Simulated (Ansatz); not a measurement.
Data:

B (space group R-3m)

```
B
1.0
    2.42047     1.39746     4.13138
   -2.42047     1.39746     4.13138
    0.00000    -2.79491     4.13138
B
12
Direct
  0.01046   0.65431   0.01046
  0.98954   0.34569   0.98954
  0.01046   0.01046   0.65431
  0.98954   0.98954   0.34569
  0.65431   0.01046   0.01046
  0.34569   0.98954   0.98954
  0.22147   0.62999   0.22147
  0.77853   0.37001   0.77853
  0.22147   0.22147   0.62999
  0.77853   0.77853   0.37001
  0.62999   0.22147   0.22147
  0.37001   0.77853   0.77853
```

The atoms are displaced by Q × the pattern below (from a DFPT mode at Γ, largest move 1; Q in Å), at fixed cell.

```csv
atom,x,y,z
B1,-0.866,0.500,0.025
B2,-0.866,0.500,0.025
B3,0.000,-1.000,0.025
B4,0.000,-1.000,0.025
B5,0.866,0.500,0.025
B6,0.866,0.500,0.025
B7,0.148,-0.086,-0.025
B8,0.148,-0.086,-0.025
B9,0.000,0.171,-0.025
B10,0.000,0.171,-0.025
B11,-0.148,-0.086,-0.025
B12,-0.148,-0.086,-0.025
```

The numbers are results of LDA (plane waves to 420 eV, PAW, scalar-relativistic; Ansatz, an electronic-structure program), not measurements. k mesh 7×7×7 (Γ-centred), Fermi-Dirac smearing 0.05 eV. Energies are smeared free energies. B was relaxed with its symmetry unable to fall. The zero of ΔE is the undisplaced structure.

The scan covers Q from -0.100 to 0.100 Å in 13 points.

**Question.** Is this a single well or a double well?

**Answer.** A single well with its minimum at or next to zero displacement.

**Question.** Which space group does the distorted structure have?

**Answer.** R3m (No. 160), lowered from R-3m.

**Question.** Is the energy the same for equal positive and negative displacements?

**Answer.** Even: the same for both signs.

**Question.** What is the energy change at Q = 0.100 Å?

**Answer.** 1172 meV/cell.

**Question.** What harmonic wavenumber does the curvature at Q = 0 give?

**Answer.** 957 cm⁻¹.

(A displaced cell: forces are minus the slopes of the energy, force constants its curvatures, and phonons follow from these.)
